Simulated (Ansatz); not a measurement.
# Data sheet: LaI (DFT)

LaI (NiAs type, P6_3/mmc), a = b = 3.9747 Å, c = 9.7980 Å, α = β = 90.00°, γ = 120.00°.

Space group P6_3/mmc (No. 194), NiAs type; conventional cell a = b = 3.975 Å, c = 9.798 Å, α = β = 90.00°, γ = 120.00°.

Method: DFT-r²SCAN in the program Ansatz with PAW potentials. Geometry: relaxed at this level of theory. Other levels are named where they apply.

Cell and energy:

```
Property                                                      Result
-----------------------------------------------------  -------------
Volume per atom                                             33.51 Å³
Density                                                   6.59 g/cm³
Formation energy from the elements (no fitted shifts)  -1.26 eV/atom
```

Electronic structure:

```
Property                                                                     Value
------------------------------------  --------------------------------------------
Electronic character                                             metallic (no gap)
Density of states at the Fermi level  0.39 states/eV per atom (mean over ±0.08 eV)
Gap with spin–orbit coupling                                       none (metallic)
```

Mechanics:

```
Property                              Result
----------------------------------  --------
Bulk modulus (Birch–Murnaghan fit)  439 kbar
Pressure derivative B′                   4.8
```

Charges:

```
Item                         Value
-------------  -------------------
Bader charges  I -0.88, La +0.88 e
```

The workflow started from an entry of the Crystallography Open Database (COD). Its standing as an ambient phase is unchecked. Symmetry was held in the r²SCAN relaxation; its stability against distortions is not shown here. The references are the lowest solids computed at this level, not always the standard phases. Scalar-relativistic: spin–orbit coupling is off unless named, which matters more the heavier the elements.

Potentials: the later of the program's two PAW sets.
